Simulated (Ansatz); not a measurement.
Relaxed-ion elastic tensor of Hg (simple rhombohedral, space group No. 166) in GPa (Voigt order), DFT-PBE in the program Ansatz with PAW potentials; density 11.34 g/cm³, 29.37 Å³ per atom.

```
      1     2     3     4    5    6
-  ----  ----  ----  ----  ---  ---
1  16.9   8.7  15.0   5.6  0.0  0.0
2   8.7  16.9  15.0  -5.6  0.0  0.0
3  15.0  15.0  18.3   0.0  0.0  0.0
4   5.6  -5.6   0.0   7.1  0.0  0.0
5   0.0   0.0   0.0   0.0  7.1  5.6
6   0.0   0.0   0.0   0.0  5.6  4.1
```

Is the crystal mechanically stable?

On the edge, within the error: the smallest eigenvalue of C is -0.2 GPa.

Space group R-3m (simple rhombohedral). The cell was relaxed with PBE under the symmetry of its start. The substance is a gas or liquid at ambient conditions; this is its low-temperature solid. The volume moved by 27 % from the start of the relaxation. As this level gives no gap, shear constants depend on the k-mesh and smearing (Fermi–Dirac, 0.1 eV here). Spin–orbit coupling is left out wherever it is not named.

Potentials: the later of the program's two PAW sets.
